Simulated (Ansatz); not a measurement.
KI (rock salt, Fm-3m), a = 6.817 Å, b = 6.817 Å, c = 6.817 Å, α = 90.00°, β = 90.00°, γ = 90.00°; the cell used has 2 atoms.

Relaxed with LDA.

Task: Give the optical modes at the zone centre with their infrared and Raman activity from DFPT, LDA (plane waves, PAW; program Ansatz).

Result: Transverse frequencies, without the LO–TO term; a row sums one degenerate level.

```json
[
 {"ω (cm⁻¹)": "115", "degeneracy": "3", "IR ((D/Å)²/amu)": "2.83", "Raman (Å⁴/amu)": "0", "activity": "IR", "symmetry": "T1u"}
]
```

Task: How high does the top mode go among those that the LO–TO term moves?

Result: 146 cm⁻¹ for q along x.

The cell was relaxed with LDA under the symmetry of its start; phonons on a q-mesh show no instability. Spin–orbit coupling is left out wherever it is not named.

Potentials: the later of the program's two PAW sets.
